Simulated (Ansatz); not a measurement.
Input:

NaI:
Space group Fm-3m (No. 225); a = 6.528 Å, b = 6.528 Å, c = 6.528 Å, α = 90.00°, β = 90.00°, γ = 90.00°

| atom | site | symmetry | x | y | z |
|---|---|---|---|---|---|
| Na | 4a | m-3m | 0.0000 | 0.0000 | 0.0000 |
| I | 4b | m-3m | 0.5000 | 0.5000 | 0.5000 |
(The calculation used a cell of 2 atoms; values per cell refer to that cell.)

This is the PBE-relaxed structure.

Q: All from plane-wave PAW PBE (Ansatz code), unless another level is named. Estimate the electron effective mass.

A: 0.27 mₑ (isotropic).

Q: Next, the hole effective mass, band 2 of 3 at the edge?

A: 1.7 along [100], 1.7 along [110], 3.7 along [111] (mₑ).

Q: What about the hole effective mass, band 3 of 3 at the edge?

A: 0.39 along [100], 0.33 along [110], 0.31 along [111] (mₑ).

Q: Next, the weight of the conduction-edge state by species (Voronoi cells)?

A: Na 62 %, I 38 %.

Q: What about the weight of the valence-edge state by species (Voronoi cells)?

A: I 92 %, Na 8 %.

The PBE relaxation kept the symmetry of its start. Scalar-relativistic: spin–orbit coupling is off unless named, which matters more the heavier the elements.

Potentials: the later of the program's two PAW sets.

Edges and masses are those of Kohn–Sham bands, whose gap is no quasiparticle gap.
